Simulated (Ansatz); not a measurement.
This run works on a proposed trial structure, not on a known crystal.

Input and command of a plane-wave DFT calculation in Ansatz:

```yaml
crystal:
  lattice:
    - [1.9449082609, 1.122893308, 13.2656622149]
    - [-1.9449082609, 1.122893308, 13.2656622149]
    - [0.0, -2.2457866159, 13.2656622149]
  atoms:
    - { symbol: "Y", position: [0.8692580337, 0.8692580337, 0.8692580337] }
    - { symbol: "Y", position: [0.1307419663, 0.1307419663, 0.1307419663] }
    - { symbol: "Y", position: [0.6226132363, 0.6226132363, 0.6226132363] }
    - { symbol: "Y", position: [0.3773867637, 0.3773867637, 0.3773867637] }
    - { symbol: F, position: [0.5623710635, 0.5623710635, 0.5623710635] }
    - { symbol: F, position: [0.4376289365, 0.4376289365, 0.4376289365] }
    - { symbol: F, position: [0.2879259126, 0.2879259126, 0.2879259126] }
    - { symbol: F, position: [0.9296121976, 0.9296121976, 0.9296121976] }
    - { symbol: F, position: [0.7120740874, 0.7120740874, 0.7120740874] }
    - { symbol: F, position: [0.0703878024, 0.0703878024, 0.0703878024] }
basis:
  ecutwfc: 420
kpoints:
  mp_grid: { grid: [12, 12, 12] }
hamiltonian:
  xc: pbe
scf:
  occupations: { method: gaussian, width: 0.1 }
output:
  forces: true
  stress: true
  eigenvalues: true
relax:
  adjacent_minimum: "off"
  f_tol: 0.01
  max_steps: 80
  cell: { stress_tol: 0.05 }
```

```bash
ansatz run input.yaml --threads 1 --pin off --max-ram 2560MiB --backend cpu --events-out ev --progress --plain --runs-dir out
```

Processor: Arm Neoverse V2, 1 thread, on a host shared with other jobs.

Question: How long does it run, and how much memory does it take?

Answer: About 16 min, peak memory 1.2 GiB. It solves 53 bands at 189 k points (after reduction by symmetry) with about 3423 plane waves (on the last cell), in 70 SCF iterations over 8 ionic steps.
